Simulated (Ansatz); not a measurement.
Data:

YSiPt:
```
CELL_PARAMETERS angstrom
      7.01325     0.00000     0.00000
      0.00000     4.27130     0.00000
      0.00000     0.00000     7.45873
ATOMIC_POSITIONS crystal
  Y  0.99717 0.25000 0.70158
  Y  0.00283 0.75000 0.29842
  Y  0.50283 0.75000 0.20158
  Y  0.49717 0.25000 0.79842
  Si 0.31294 0.25000 0.41201
  Si 0.68706 0.75000 0.58799
  Si 0.18706 0.75000 0.91201
  Si 0.81294 0.25000 0.08799
  Pt 0.19936 0.25000 0.08440
  Pt 0.80064 0.75000 0.91560
  Pt 0.30064 0.75000 0.58440
  Pt 0.69936 0.25000 0.41560
```

This is the r²SCAN-relaxed structure.

Problem. All from DFT-r²SCAN in the program Ansatz with PAW potentials, unless another level is named. Give the electronic character.

Solution. metallic (no gap).

Problem. Next, the formation energy from the elements (no fitted shifts)?

Solution. -1.30 eV/atom.

Problem. What about the density of states at the Fermi level?

Solution. 0.41 states/eV per atom (mean over ±0.08 eV).

Space group Pnma. The first step of the workflow began from a Materials Project structure, measured or hypothetical; the Crystallography Open Database copy checked does not list it. With Si and Pt taken as one species the cell has the higher symmetry Imma, so it may be an ordered model of a mixed-site phase. Whether it is the stable phase at ambient conditions was not checked. Symmetry was held in the r²SCAN relaxation; its stability against distortions is not shown here. The run is not spin-polarised. The references are the lowest solids computed at this level, not always the standard phases. Scalar-relativistic: spin–orbit coupling is off unless named, which matters more the heavier the elements.

Potentials: the earlier of the program's two PAW sets.
